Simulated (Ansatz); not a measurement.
## Structures of Tl2Ga: which is lowest?

Plane-wave DFT in Ansatz with scalar-relativistic PAW potentials, cutoff 420 eV, Γ-centred meshes chosen by cell and gap, Gaussian smearing with energies taken to zero width. Every cell was relaxed (cell and atoms) in a run of its own, within the symmetry of its start. Functional: PBE.

Relaxed structures (starts from databases or built by putting these elements on another compound's sites):
A. I4/mmm, 3 atoms in the computed cell, a = 3.738 Å, c = 11.825 Å; sites (symmetry × multiplicity) Tl 4mm × 4, Ga 4/mmm × 2; start: built
B. P6/mmm, 3 atoms in the computed cell, a = 5.567 Å, c = 3.180 Å; sites (symmetry × multiplicity) Tl -6m2 × 2, Ga 6/mmm × 1; start: built
C. I4/mmm, 3 atoms in the computed cell, a = 5.027 Å, c = 7.093 Å; sites (symmetry × multiplicity) Tl -4m2 × 4, Ga 4/mmm × 2; start: built

Question: Rank them by energy. Could pressure change the order?

Answer:
| structure | group | E − E(lowest) (meV/atom) | V (Å³/atom) | gap on mesh (eV) |
| --- | --- | --- | --- | --- |
| A | I4/mmm | 0.0 | 27.54 | 0.00 |
| C | I4/mmm | 36 | 29.88 | 0.00 |
| B | P6/mmm | 62 | 28.45 | 0.00 |

A is lowest, 36 meV/atom under C. The lowest is also the densest of these, so pressure wouldn't bring one of the others in at first order. Other structures may lie lower than all of these, and vibrations aren't counted.

Spin-orbit coupling is left out, which matters for the bands of heavy elements. For Tl, Pb and Bi spin-orbit coupling shifts energies too.